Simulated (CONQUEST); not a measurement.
A self-consistent single point of Li2SiSnS4 (I-42m, 16 atoms in the cell; from Materials Project mp-1021497) with CONQUEST.

Method: PBEsol, numerical atomic orbitals double-zeta with polarisation (the shipped basis), PseudoDojo norm-conserving potentials made for PBEsol in CONQUEST.

```
CELL_PARAMETERS angstrom
      6.47047     0.00000     0.00000
      0.00000     6.47047     0.00000
      0.00000     0.00000     7.72884
ATOMIC_POSITIONS crystal
  Li 0.50000 0.00000 0.25000
  Li 0.00000 0.50000 0.25000
  Li 0.00000 0.50000 0.75000
  Li 0.50000 0.00000 0.75000
  Si 0.00000 0.00000 0.50000
  Si 0.50000 0.50000 0.00000
  Sn 0.00000 0.00000 0.00000
  Sn 0.50000 0.50000 0.50000
  S  0.30801 0.30801 0.15830
  S  0.80801 0.19199 0.34170
  S  0.19199 0.19199 0.65830
  S  0.19199 0.80801 0.34170
  S  0.80801 0.80801 0.65830
  S  0.30801 0.69199 0.84170
  S  0.69199 0.69199 0.15830
  S  0.69199 0.30801 0.84170
```

Reference input (self-consistent single point, DFT, PBEsol, numerical atomic orbitals double-zeta with polarisation (the shipped basis), PseudoDojo norm-conserving potentials made for PBEsol): basis = DZP; Diag.MPMeshX, Y, Z = 3 3 3; potentials = PseudoDojo norm-conserving PBEsol; Grid.GridCutoff = 140 Ha; DM.SolutionMethod = diagon; Diag.kT = 0.0001 Ha; Diag.GammaCentred = true; minE.SCTolerance = 1.0e-07; SC.MaxIters = 100; SC.LinearMixingFactor = 0.3; AtomMove.TypeOfRun = static. This run's input differs from it in these lines:

```diff
@@ -18,5 +18,5 @@
 Diag.MPMesh                    T
-Diag.MPMeshX                   3
-Diag.MPMeshY                   3
-Diag.MPMeshZ                   3
+Diag.MPMeshX                   2
+Diag.MPMeshY                   2
+Diag.MPMeshZ                   2
 Diag.GammaCentred              T
```

Output, abridged:

```
    new_SC_potl: Starting.  Tolerance:  0.10000E-06

    PulayMixSC: Starting Pulay mixing, A_up =  0.300 A_dn =  0.300
    PulayMixSC: Spin non-polarised calculation.
          Harris-Foulkes Energy            :      -283.024390721226439 Ha
          (TS=0 as O(N) or entropic contribution is negligible)
          DFT Total Energy                 :      -282.787160312367519 Ha
          Total number of electrons        :        95.999999999998451
    PulayMixSC: Pulay iteration     1 residual:              0.18412E-02
          Harris-Foulkes Energy            :      -282.926115036713725 Ha
   [... lines left out ...]
          (TS=0 as O(N) or entropic contribution is negligible)
          DFT Total Energy                 :      -282.907724777555416 Ha
          Total number of electrons        :        96.000108310534458
    PulayMixSC: Pulay iteration    10 residual:              0.11000E-06
          Harris-Foulkes Energy            :      -282.907724777592534 Ha
          (TS=0 as O(N) or entropic contribution is negligible)
          DFT Total Energy                 :      -282.907724777580256 Ha
          Total number of electrons        :        96.000108314469017
    PulayMixSC: Pulay iteration    11 residual:              0.33731E-07
    PulayMixSC: Reached SCF tolerance of  0.33731E-07 after     11 iterations
      | Number of electrons      =        96.000108
      |* band energy as 2Tr[K.H] =       -63.617058095998573 Ha
      |  screened ion-ion energy =      -202.942478722427438 Ha
      |  Ha correction           =         1.073518921590362 Ha
      |  XC correction           =       -17.421708358794980 Ha
      |* Harris-Foulkes energy   =      -282.907724777592534 Ha
      |* DFT total energy        =      -282.907724777580256 Ha
      |  estimated accuracy      =        -0.000000000012278 Ha

    force: Forces on atoms (Ha/a0)
    force:  Atom   X              Y              Z
    force:     1   0.0000000000   0.0000000000  -0.0000000020
    force:     2   0.0000000000   0.0000000000  -0.0000000020
   [... lines left out ...]
    force: Maximum force :        0.00384492(Ha/a0) on atom        16 in z direction
   [... lines left out ...]
    force: Force Residual:        0.00300881 Ha/a0
    force: Total stress:          0.79126253    -0.00000000     0.00000000 GPa
                            -0.00000000     0.79126253     0.00000000
                             0.00000000     0.00000000     1.42074326
    force: Average pressure:     -1.00108944 GPa

    force: Finished force
    get_E_and_F: Change in energy during last step of electronic optimisation: -0.42007E-10
```

The run converged in 11 iterations. CONQUEST prints the stress tensor with tension positive. Against the reference run the free energy rises by 2.6 meV/atom, the pressure hardly changes (-1.10 to -1.00 GPa) and the largest force goes from 0.188 to 0.219 eV/Å.

The program uses no crystal symmetry, so grid and mesh can part values that symmetry would make equal. The atom-centred basis is finite, which shifts total energies, pressures and forces against plane waves. This run is one point of a test of settings, so its values need not be converged; read them against the reference run alone. The structure comes from a collection of computed structures, made at another level of theory; the collection holds predicted forms beside known ones.

Cost on one core: about 110 core-seconds (a rough figure).
